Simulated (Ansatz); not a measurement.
Relaxed-ion elastic tensor of CoSi in space group P2_13 (No. 198; Co on 4a, Si on 4a) in GPa (Voigt order), the program Ansatz at the r²SCAN level (PAW); density 6.87 g/cm³, 10.52 Å³ per atom.

```
417  160  160  0.0  0.0  0.0
160  417  160  0.0  0.0  0.0
160  160  417  0.0  0.0  0.0
0.0  0.0  0.0  135  0.0  0.0
0.0  0.0  0.0  0.0  135  0.0
0.0  0.0  0.0  0.0  0.0  135
```

Problem. Is the crystal mechanically stable?

Solution. Yes: the smallest eigenvalue of C is 135 GPa.

Problem. Work out the Voigt, Reuss and Hill averages.

Solution. K_V = 246, K_R = 246, K_H = 246; G_V = 133, G_R = 132, G_H = 133 GPa.

Problem. Give Young's modulus, Poisson's ratio, Pugh's ratio and the universal anisotropy index.

Solution. E = 9KG/(3K + G) = 337 GPa; ν = 0.27; K/G = 1.85 (ductile by the Pugh limit of 1.75); A_U = 5G_V/G_R + K_V/K_R − 6 = 0.00.

Problem. Estimate the sound speeds and the Debye temperature.

Solution. v_l = √((K + 4G/3)/ρ) = 7840 m/s, v_t = √(G/ρ) = 4390 m/s, mean 4890 m/s; Θ = (h/k)(3n/4πV)^(1/3) v_m = 664 K.

Problem. Give the Zener ratio and Young's modulus along [100], [110] and [111].

Solution. A = 2C44/(C11 − C12) = 1.05; 1/E = S11 − 2(S11 − S12 − S44/2)Γ with Γ = 0, 1/4, 1/3 gives 329, 339, 343 GPa.

Problem. Solve the Christoffel equation for the three sound speeds along [100], [110], [111].

Solution. Eigenvalues of C_ijkl n_j n_l equal ρv². In km/s, slowest first: [100] 4.44, 4.44, 7.80; [110] 4.33, 4.44, 7.86; [111] 4.36, 4.36, 7.88.

Symmetry was held in the r²SCAN relaxation. No spin polarisation was allowed. As this level gives no gap, shear constants depend on the k-mesh and smearing (Fermi–Dirac, 0.1 eV here).

Potentials: the earlier of the program's two PAW sets. The files were generated under PBE; for other functionals the program regenerates the frozen cores, and for LDA and PBEsol the local potential too.
